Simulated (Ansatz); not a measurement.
Values for one crystal, relaxed and computed with r²SCAN in the plane-wave PAW code Ansatz; other levels are named.

- Volume per atom = 26.85 Å³
- Electronic character = metallic (no gap)
- Bulk modulus (Birch–Murnaghan fit) = 51.0 GPa
- Elastic constants (relaxed ions, GPa) = C11 = 41.9, C12 = 58.2, C44 = 19.2
- Gap with spin–orbit coupling = none (metallic)
- Density of states at the Fermi level = 0.56 states/eV per atom (mean over ±0.08 eV)
- Pressure derivative B′ = 5.3

Problem. Which compound is it?
A. Sn, bcc (W type)
B. Cr, bcc (W type)
C. Al, bcc (W type)
D. Nb, bcc (W type)

Solution. A, Sn, bcc (W type)

Space group Im-3m (bcc (W type)). The workflow started from a Materials Project entry (that database holds measured and hypothetical structures alike); the Crystallography Open Database copy checked does not list it. It is not the phase usual at ambient conditions (space group No. 141). The cell was relaxed with r²SCAN under the symmetry of its start. At this level the phase is mechanically unstable. As this level gives no gap, shear constants depend on the k-mesh and smearing (Fermi–Dirac, 0.1 eV here). Scalar-relativistic: spin–orbit coupling is off unless named, which matters more the heavier the elements.

Potentials: the earlier of the program's two PAW sets.
